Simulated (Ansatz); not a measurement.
TiS2 (CdI2 type, P-3m1) at seven volumes, the program Ansatz at the LDA level (PAW), shape and atoms relaxed at each. One row is withheld.

| V (Å³/atom) | P (GPa) |
|---|---|
| 15.709 | 6.36 |
| 16.227 | 3.75 |
| 16.745 | ? |
| 17.263 | 0.01 |
| 17.781 | -1.13 |
| 18.299 | -1.87 |
| 18.817 | -2.10 |

Problem. Fit the shown pressures and predict the withheld one.

Solution. P = (3/2)B₀(x^(7/2) − x^(5/2))[1 + (3/4)(B′ − 4)(x − 1)] with x = (V₀/V)^(2/3). Least squares on the six rows gives V₀ = 17.264 Å³/atom, B₀ = 42.4 GPa, B′ = 10.79. At V = 16.745, x = 1.0206 and P = 1.52 GPa. The run itself gave 1.66 GPa.

Symmetry was held in the LDA relaxation. The run is not spin-polarised. A crystal of weakly bound layers computed without a dispersion correction: the cell and the soft elastic constants depend strongly on that.

Potentials: the later of the program's two PAW sets.
